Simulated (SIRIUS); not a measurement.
Consider a self-consistent single point of Cu3Sn (P6_3/mmc, 8 atoms in the cell; from Materials Project mp-13138, changed as shown).

```
Cu3Sn
1.0
    5.50679     0.00000     0.00000
   -2.75339     4.76902     0.00000
    0.00000     0.00000     4.35814
Cu Sn
6 2
Direct
  0.15577   0.84423   0.75000
  0.84423   0.15577   0.25000
  0.31154   0.15577   0.25000
  0.68846   0.84423   0.75000
  0.15577   0.31154   0.75000
  0.84423   0.68846   0.25000
  0.33333   0.66667   0.25000
  0.66667   0.33333   0.75000
```

Computed with LDA (PW92), GBRV LDA ultrasoft pseudopotentials (plane waves; SIRIUS).

SIRIUS settings:

| key | value |
|---|---|
| parameters.ngridk | 3 3 4 |
| parameters.xc_functionals | [XC_LDA_X, XC_LDA_C_PW] |
| parameters.gk_cutoff | 6.325 1/bohr |
| parameters.pw_cutoff | 14.143 1/bohr |
| parameters.smearing | gaussian |
| parameters.smearing_width | 0.00999582 Ha |
| potentials | GBRV LDA ultrasoft pseudopotentials |
| parameters.electronic_structure_method | pseudopotential |
| parameters.num_bands | 85 |
| parameters.num_mag_dims | 0 |
| parameters.num_dft_iter | 100 |
| parameters.energy_tol | 1e-07 Ha |
| parameters.density_tol | 1e-06 |
| mixer.type | broyden2 |
| mixer.beta | 0.3 |
| mixer.use_hartree | false |

Results:

| Quantity | Result |
|---|---|
| Number of valence electrons | 142 |
| Number of bands | 85 |
| Number of k-points after the program's reduction | 9 |
| Number of plane waves (most at a k-point) | 3353 |
| Number of SCF iterations | 25 |
| FFT grid | 50 × 50 × 40 |
| Free energy E − TS | -37267.9220 eV |
| Fermi level (on the code's own zero) | 15.50 eV |
| Pressure | -8.06 GPa |
| Largest force (vector length) | 0.157 eV/Å |

Forces (eV/Å):
| atom | Fx | Fy | Fz |
|---|---|---|---|
| Cu1 | -0.136 | 0.079 | 0.000 |
| Cu2 | 0.136 | -0.079 | 0.000 |
| Cu3 | -0.136 | -0.079 | 0.000 |
| Cu4 | 0.136 | 0.079 | 0.000 |
| Cu5 | 0.000 | -0.157 | 0.000 |
| Cu6 | 0.000 | 0.157 | 0.000 |
| Sn7 | 0.000 | 0.000 | 0.000 |
| Sn8 | 0.000 | 0.000 | 0.000 |

Stress (GPa, positive for compression):
```
-8.00   0.00   0.00
 0.00  -8.00   0.00
 0.00   0.00  -8.17
```

For comparison: a first run was changed to give this one (lattice vector c scaled by 1.02), and from it to this one the free energy goes up by 11.9 meV/atom, the pressure goes from -5.93 to -8.06 GPa and the largest force hardly changes (0.158 to 0.157 eV/Å).

The structure comes from a collection of computed structures, made at another level of theory; the collection holds predicted forms beside known ones. No clean gap shows at this smearing width and mesh (spacing up to 0.44 Å⁻¹); the mesh is coarse for partly filled bands, so the values carry mesh errors.

Cost on one core: around 2.2 core-minutes (rough).
